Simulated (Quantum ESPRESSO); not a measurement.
# Planted mistakes on one cell of Al3SiCN3

Calculated results; nothing here was measured. They come from pw.x of Quantum ESPRESSO 7.5, a plane-wave density functional program, with PseudoDojo standard norm-conserving files (v0.5 for PBE, v0.4.1 for LDA and PBEsol). The cells are made up: elements, strain and atom displacements were drawn at random, and nothing was relaxed. There is no spin polarisation, spin-orbit coupling or dispersion term.

The cell has 8 sites of a wurtzite lattice (rectangular cell). Sites 1 to 4 hold Al Al Si Al; sites 5 to 8 hold C N N N. Cell vectors in Å: (3.163, 0.000, 0.000); (0.000, 5.478, 0.000); (0.000, 0.000, 5.165). Settings: PBE, cutoff 1143 eV, 6 x 4 x 4 k mesh shifted by half a step, Fermi-Dirac smearing of 0.025 eV.

The intended run has a self-consistency threshold of 1e-07 eV, a smearing term of 0.000 eV, a pressure of -5.51 GPa and 13 iterations. Each further run changes one thing: all lengths scaled by 1.0105; atoms of sites 1 and 3 exchanged; cutoff 673 eV; files of PBEsol; k mesh 2 x 2 x 2; one electron added; smearing 0.55 eV; threshold 0.1 eV. A coarse mesh keeps the shift, and a charged cell sits in a uniform background.

```
run  change of free energy (eV)  smearing term -TS (eV)  change of P (GPa)  largest change of a force component (eV/Å)  iterations
  A                      10.721                  -0.004              23.88                                       1.444          13
  B                       2.865                   0.000              -3.01                                       0.055          13
  C                       0.028                   0.000               3.70                                       0.085           5
  D                      -0.085                  -0.416               0.46                                       0.147          11
  E                       0.676                   0.000               1.10                                       5.229          14
  F                       0.143                   0.000              -4.89                                       0.337          14
  G                       1.257                   0.000             -10.49                                       0.025          13
  H                      -0.816                   0.000              -0.54                                       0.372          13
```

A rerun of the intended cell at 1437 eV and k mesh 8 x 6 x 6 moved values by no more than 0.002 eV in the cell's energy, 0.03 GPa in stress and 0.004 eV/Å in force.

Question: which change belongs to which run?

## Worked reading

Run C has the fewest iterations, as a run stopped early does. Run D has the largest smearing term, as wide smearing gives. Run G has a higher energy and the largest fall in pressure, as too small a basis gives. Run F changes the volume by a factor of 1.0318; minus its pressure change over the logarithm of that factor, 156 GPa, is a rough bulk modulus with clamped atoms. Energies from files of another functional, or of a charged cell, have another zero and say nothing on stability; the pressure of a charged cell rests on the program's zero of potential too.

## Key

| run | change |
| --- | --- |
| A | one electron added |
| B | files of PBEsol |
| C | threshold 0.1 eV |
| D | smearing 0.55 eV |
| E | atoms of sites 1 and 3 exchanged |
| F | all lengths scaled by 1.0105 |
| G | cutoff 673 eV |
| H | k mesh 2 x 2 x 2 |